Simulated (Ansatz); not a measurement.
Consider the following.

LiF (rock salt) is sheared across one {110} plane: the third cell vector gains the shift, so faults repeat every 4.3 Å. The cut lies between planes 1.44 Å apart; the cell height is held.

```
LiF
1.0
    2.87642     0.00000     0.00000
    0.00000     4.06787     0.00000
    1.43821     2.03393     4.31462
F Li
3 3
Direct
  0.00000   0.00000   0.83333
  0.33333   0.33333   0.16667
  0.66667   0.66667   0.50000
  0.00000   0.50000   0.83333
  0.33333   0.83333   0.16667
  0.66667   0.16667   0.50000
```

In-plane vectors a = (2.876, 0.000) Å, b = (0.000, 4.068) Å, area 11.70 Å². The shift is x·a + y·b, and the map repeats with period 1 in x and y. The shift is rigid: no atom relaxes. γ = [E(shift) − E(0)] / area.

These are PBE (plane waves to 420 eV, PAW, scalar-relativistic; Ansatz, an electronic-structure program) values and carry that method's errors. k mesh 10×10×10 (Γ-centred), Fermi-Dirac smearing 0.05 eV. E is the zero-smearing estimate. Points where atoms come too close for the PAW data are left out (x in tables, blank in figures). Faults lie only 4.3 Å apart, and holding the cell height and the atoms raises γ above its relaxed value. LiF was relaxed with its symmetry unable to fall. The zero of γ is zero shift.

The scan covers x from 0.000 to 0.833 in 6 points and y from 0.000 to 0.833 in 6 points.

Question: Where does the grid have local minima besides zero shift?

Answer: No grid point is one.

Question: Stepping between nearest grid points (4 neighbours each), what is the highest γ met on the easiest way from zero shift to the shift a?

Answer: 2.40 J/m².

(The slope of γ gives the shear force per area between the displaced halves; near zero shift its curvature is an elastic stiffness.)
